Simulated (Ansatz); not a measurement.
The elements of this relaxed trial crystal are hidden behind letters.

```
lattice vectors (Å)
   3.8714    0.0000    0.0000
   0.0000    3.8714    0.0000
   0.0000    0.0000    6.6377
fractional positions
X 0.0000 0.0000 0.0000
Z 0.0000 0.5000 0.6921
Z 0.5000 0.0000 0.6921
Z 0.0000 0.5000 0.3079
Z 0.5000 0.0000 0.3079
```

These are results of DFT PBE+D3(BJ), scalar-relativistic, plane waves, PAW in Ansatz, not measurements. Cutoff 420 eV, Γ-centred 10×10×6 mesh (5-atom cell), Gaussian smearing of 0.10 eV, no spin polarisation.

* Space group: P4/mmm (No. 123)
* Conventional cell: a = 3.871 Å, c = 6.638 Å
* Volume per atom: 19.90 Å³
* Density: 5.25 g/cm³
* Formation energy: +0.09 eV/atom
* Gap on the 10×10×6 mesh of the 5-atom cell: 0 eV (a metal)

Energies are uncorrected and count from the elements' standard states at the same level.

Question: X is an s-block element of period 3 and Z is a p-block element of period 4. Which elements are they?

Answer: X = Mg, Z = Ge, so the formula is MgGe4. Density times volume gives a mean mass of 5.25 × 19.90/1.6605 = 62.9 u per atom, and this set has 63.0 u. Among the elements that the hints allow, noble gases aside, only these give it. Around Mg lie 8 Ge at 2.82 Å; Ge has 1 Ge at 2.55 Å, 4 Ge at 2.74 Å and 2 Mg at 2.82 Å.

A structure relaxed within its symmetry needn't be a true minimum.
